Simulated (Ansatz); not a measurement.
ReC:
Space group Pm-3m (No. 221); a = 2.6695 Å, b = 2.6695 Å, c = 2.6695 Å, α = 90.00°, β = 90.00°, γ = 90.00°

```tsv
atom	site	symmetry	x	y	z
Re	1a	m-3m	0.0000	0.0000	0.0000
C	1b	m-3m	0.5000	0.5000	0.5000
```

This is the PBEsol-relaxed structure.

Task: All from PBEsol (plane waves, PAW; program Ansatz), unless another level is named. Give the electronic character.

Result: metallic (no gap).

Task: Predict the density of states at the Fermi level.

Result: 0.50 states/eV per atom (mean over ±0.08 eV).

Task: Predict the formation energy from the elements (no fitted shifts).

Result: 0.97 eV/atom.

Task: Give the gap with spin–orbit coupling.

Result: none (metallic).

A made-up cell: these elements were put on the sites of a structure type; neither database checked (COD, Materials Project) lists it. Its standing as an ambient phase is unchecked. The cell was relaxed with PBEsol under the symmetry of its start. At this level the phase is dynamically unstable (imaginary phonons). The run is not spin-polarised. The references are the lowest solids computed at this level, not always the standard phases. Spin–orbit coupling is left out wherever it is not named.

Potentials: the earlier of the program's two PAW sets. The files were generated under PBE; for other functionals the program regenerates the frozen cores, and for LDA and PBEsol the local potential too.
